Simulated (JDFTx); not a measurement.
System: WSi2(001) (I4/mmm bulk; lattice of mp-1620, not re-optimised at this level), 1x1 cell of 6 atoms in 6 planes (Si outermost, slab composition W2Si4), area 10.33 Å² a face, 6.5 Å between the outermost planes in a cell 22.5 Å high; k mesh 6×6×1, Fermi width 0.01 Ha, no spin polarisation. Whether this polymorph is the ambient one wasn't checked.

Level of theory: PBE, GBRV ultrasoft potentials, plane waves to 20/100 Ha; code: a modified build of JDFTx. Liquid: CANDLE, water, 2 M KCl. The neutral cell holds 44 valence electrons and has two faces of 10.334 Å² each. Last filling lines of the neutral and of a charged run (μ in hartree, zero in the bulk liquid):

```
FillingsUpdate:  mu: -0.156929391  nElectrons: 44.000000
FillingsUpdate:  mu: -0.190729000  nElectrons: 43.827030
```

A calculation by hand: both potentials, by the convention U = −μ/e − 4.44 V vs SHE, the surface charge density and the mean capacitance.

U_pzc = 0.15693 × 27.2114 − 4.44 = -0.17 V; U = 0.19073 × 27.2114 − 4.44 = 0.75 V. The cell has -0.1730 excess electrons, a net charge of 0.1730 e, shared by two faces: σ = 0.1730 e / (2 × 10.334 Å²) = 0.00837 e/Å² = 13.4 μC/cm² (1 e/Å² = 1602.18 μC/cm²). C = σ/(U − U_pzc) = 13.4/0.92 ≈ 15 μF/cm².
